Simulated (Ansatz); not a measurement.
Theory: DFT, BLYP, plane waves (420 eV) with PAW, scalar-relativistic (Ansatz 0.2.0). The PAW files were generated under PBE, with cores re-solved for the functional.

An element in the omega (AlB2-type) structure gives this curve. The cell is scaled uniformly from the relaxed one, with fractional coordinates and shape fixed. Energies are extrapolated to zero smearing, pressures are those at the given smearing. Magnetic state: spin not included.

```json
{"V (Å³/atom)": "14.782", "E − E₀ (meV/atom)": "197.7", "P (GPa)": "35.66"}
{"V (Å³/atom)": "15.454", "E − E₀ (meV/atom)": "80.5", "P (GPa)": "21.17"}
{"V (Å³/atom)": "16.126", "E − E₀ (meV/atom)": "18.1", "P (GPa)": "9.45"}
{"V (Å³/atom)": "16.797", "E − E₀ (meV/atom)": "0.0", "P (GPa)": "-0.02"}
{"V (Å³/atom)": "17.469", "E − E₀ (meV/atom)": "17.6", "P (GPa)": "-7.69"}
{"V (Å³/atom)": "18.141", "E − E₀ (meV/atom)": "64.2", "P (GPa)": "-13.87"}
{"V (Å³/atom)": "18.813", "E − E₀ (meV/atom)": "134.1", "P (GPa)": "-18.84"}
```

**Question.** Which element is it?
A. rhenium
B. zinc
C. molybdenum
D. titanium

**Answer.** C. Its fit is V₀ = 16.78 Å³/atom, B₀ = 213 GPa, B₀′ = 4.3.
